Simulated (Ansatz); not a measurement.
Relaxed-ion elastic tensor of Al in space group Fd-3m (No. 227; Al on 8a, Al on 16d) in GPa (Voigt order), DFT-PBEsol in the program Ansatz with PAW potentials; density 2.62 g/cm³, 17.09 Å³ per atom.

|  | 1 | 2 | 3 | 4 | 5 | 6 |
|---|---|---|---|---|---|---|
| 1 | 93.3 | 58.6 | 58.6 | 0.0 | 0.0 | 0.0 |
| 2 | 58.6 | 93.3 | 58.6 | 0.0 | 0.0 | 0.0 |
| 3 | 58.6 | 58.6 | 93.3 | 0.0 | 0.0 | 0.0 |
| 4 | 0.0 | 0.0 | 0.0 | 32.3 | 0.0 | 0.0 |
| 5 | 0.0 | 0.0 | 0.0 | 0.0 | 32.3 | 0.0 |
| 6 | 0.0 | 0.0 | 0.0 | 0.0 | 0.0 | 32.3 |

**Question.** Is the crystal mechanically stable?

**Answer.** Yes: the smallest eigenvalue of C is 32.3 GPa.

**Question.** Work out the Voigt, Reuss and Hill averages.

**Answer.** K_V = 70.2, K_R = 70.2, K_H = 70.2; G_V = 26.3, G_R = 24.0, G_H = 25.2 GPa.

**Question.** Give Young's modulus, Poisson's ratio, Pugh's ratio and the universal anisotropy index.

**Answer.** E = 9KG/(3K + G) = 67.4 GPa; ν = 0.34; K/G = 2.79 (ductile by the Pugh limit of 1.75); A_U = 5G_V/G_R + K_V/K_R − 6 = 0.48.

**Question.** Estimate the sound speeds and the Debye temperature.

**Answer.** v_l = √((K + 4G/3)/ρ) = 6290 m/s, v_t = √(G/ρ) = 3100 m/s, mean 3480 m/s; Θ = (h/k)(3n/4πV)^(1/3) v_m = 402 K.

**Question.** Give the Zener ratio and Young's modulus along [100], [110] and [111].

**Answer.** A = 2C44/(C11 − C12) = 1.86; 1/E = S11 − 2(S11 − S12 − S44/2)Γ with Γ = 0, 1/4, 1/3 gives 48.0, 70.7, 84.0 GPa.

**Question.** Solve the Christoffel equation for the three sound speeds along [100], [110], [111].

**Answer.** Eigenvalues of C_ijkl n_j n_l equal ρv². In km/s, slowest first: [100] 3.51, 3.51, 5.97; [110] 2.57, 3.51, 6.43; [111] 2.92, 2.92, 6.57.

The start of the workflow was typed in or built on a structure type; neither database checked (COD, Materials Project) lists it. It is not the phase usual at ambient conditions (space group No. 225). Symmetry was held in the PBEsol relaxation. At this level the phase is dynamically unstable (imaginary phonons). As this level gives no gap, shear constants depend on the k-mesh and smearing (Fermi–Dirac, 0.1 eV here).

Potentials: the earlier of the program's two PAW sets. The files were generated under PBE; for other functionals the program regenerates the frozen cores, and for LDA and PBEsol the local potential too.
